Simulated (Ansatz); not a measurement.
NaH$_{4}$IO$_{2}$:
```yaml
crystal:
  lattice:
    - [5.87983, 0.00000, 0.00000]
    - [1.04981, 3.10514, 6.30987]
    - [-2.93254, -6.46677, 0.00000]
  atoms:
    - { symbol: Na, position: [0.67723, 0.51760, 0.85842] }
    - { symbol: Na, position: [0.32277, 0.48240, 0.14158] }
    - { symbol: H, position: [0.39511, 0.85333, 0.10925] }
    - { symbol: H, position: [0.60489, 0.14667, 0.89075] }
    - { symbol: H, position: [0.20806, 0.71629, 0.86773] }
    - { symbol: H, position: [0.79194, 0.28371, 0.13227] }
    - { symbol: H, position: [0.05455, 0.85408, 0.25934] }
    - { symbol: H, position: [0.94545, 0.14592, 0.74066] }
    - { symbol: H, position: [0.95898, 0.72968, 0.34439] }
    - { symbol: H, position: [0.04102, 0.27032, 0.65561] }
    - { symbol: I, position: [0.75615, 0.77824, 0.62361] }
    - { symbol: I, position: [0.24385, 0.22176, 0.37639] }
    - { symbol: O, position: [0.36617, 0.70990, 0.98616] }
    - { symbol: O, position: [0.63383, 0.29010, 0.01384] }
    - { symbol: O, position: [0.00188, 0.71230, 0.21888] }
    - { symbol: O, position: [0.99812, 0.28770, 0.78112] }
```

Relaxed with r²SCAN+D4. Independent-particle spectrum: no excitons, no local fields, no scissors shift; 0.1 eV broadening; ε₁ of the summed bands alone.

**Question.** Tabulate the dielectric function from r²SCAN+D4 in the plane-wave PAW code Ansatz.

**Answer.** 

```tsv
E (eV)	ε₁ xx	ε₂ xx	ε₁ yy	ε₂ yy	ε₁ zz	ε₂ zz
0.0	2.69	0.00	2.64	0.00	2.73	0.00
0.3	2.69	0.00	2.64	0.00	2.73	0.00
0.6	2.70	0.00	2.65	0.00	2.73	0.00
0.9	2.71	0.00	2.66	0.00	2.75	0.00
1.2	2.73	0.00	2.67	0.00	2.77	0.00
1.5	2.75	0.00	2.69	0.00	2.79	0.00
1.8	2.78	0.00	2.72	0.00	2.82	0.00
2.1	2.82	0.00	2.75	0.00	2.85	0.00
2.4	2.86	0.00	2.79	0.00	2.90	0.00
2.7	2.92	0.00	2.84	0.00	2.96	0.00
3.0	2.99	0.00	2.89	0.00	3.02	0.00
3.3	3.07	0.00	2.96	0.00	3.11	0.00
3.6	3.18	0.00	3.05	0.00	3.21	0.00
3.9	3.31	0.00	3.16	0.00	3.35	0.00
4.2	3.51	0.00	3.31	0.00	3.57	0.00
4.5	3.83	0.07	3.54	0.03	3.92	0.23
4.8	4.14	0.35	3.83	0.22	3.98	0.51
5.1	4.28	0.71	3.92	0.53	4.06	0.67
5.4	4.43	0.98	4.01	0.71	4.24	0.84
5.7	4.66	1.37	4.07	0.97	4.50	1.13
6.0	4.92	2.14	4.24	1.04	4.69	1.49
6.3	4.35	2.43	4.60	1.37	4.85	2.21
6.6	4.89	3.02	4.86	2.08	5.06	2.79
6.9	3.86	5.95	5.04	3.48	4.03	4.36
7.2	1.71	4.04	3.11	3.64	3.76	4.50
7.5	1.69	3.92	3.25	3.11	2.01	4.68
7.8	1.27	3.25	3.51	3.74	1.72	4.07
8.1	1.11	3.07	3.21	4.59	1.41	4.53
8.4	1.75	3.01	2.15	5.00	0.21	3.65
8.7	0.93	3.93	0.61	4.98	0.41	3.16
9.0	0.05	3.15	-0.37	3.94	0.19	2.80
9.3	-0.03	2.69	-0.19	3.48	0.04	2.69
9.6	-0.06	2.25	-0.73	2.90	0.10	2.33
9.9	0.06	2.23	-0.50	2.40	0.05	2.13
10.2	-0.24	1.99	-0.73	2.01	-0.07	1.96
10.5	-0.32	1.63	-0.55	1.63	-0.11	1.96
10.8	-0.35	1.30	-0.62	1.41	-0.42	1.51
11.1	-0.15	0.96	-0.41	0.93	-0.22	1.11
11.4	0.02	0.81	-0.23	0.66	-0.12	0.90
11.7	0.22	0.70	0.15	0.54	0.11	0.75
12.0	0.38	0.64	0.36	0.52	0.29	0.67
```

**Question.** From ε at 6.3 eV (xx: 4.35 + 2.43i), find n, k, the normal reflectivity and the absorption coefficient.

**Answer.** n = 2.16, k = 0.562, R = 16 %, α = 2kE/ħc = 360000 cm⁻¹.

With all bands, ε∞ without local fields is 2.79 (xx), 2.73 (yy), 2.82 (zz).

Space group P-1. The first step of the workflow began from a Materials Project structure, measured or hypothetical; the Crystallography Open Database files this formula in space group No. 2, but the cells were not matched. Its standing as an ambient phase is unchecked. Symmetry was held in the r²SCAN+D4 relaxation; its stability against distortions is not shown here. Scalar-relativistic: spin–orbit coupling is off unless named, which matters more the heavier the elements.

Potentials: the later of the program's two PAW sets.
